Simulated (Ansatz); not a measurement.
Os:
```
CELL_PARAMETERS angstrom
      2.75409     0.00000     0.00000
     -1.37705     2.38511     0.00000
      0.00000     0.00000     4.34688
ATOMIC_POSITIONS crystal
  Os 0.33333 0.66667 0.25000
  Os 0.66667 0.33333 0.75000
```

This is the PBE-relaxed structure.

**Question.** All from the program Ansatz at the PBE level (PAW), unless another level is named. Give the density of states at the Fermi level.

**Answer.** 0.62 states/eV per atom (mean over ±0.08 eV).

**Question.** Give the gap with spin–orbit coupling.

**Answer.** none (metallic).

Space group P6_3/mmc (hcp (Mg type)). Symmetry was held in the PBE relaxation. The run is not spin-polarised. Scalar-relativistic: spin–orbit coupling is off unless named, which matters more the heavier the elements.

Potentials: the earlier of the program's two PAW sets.
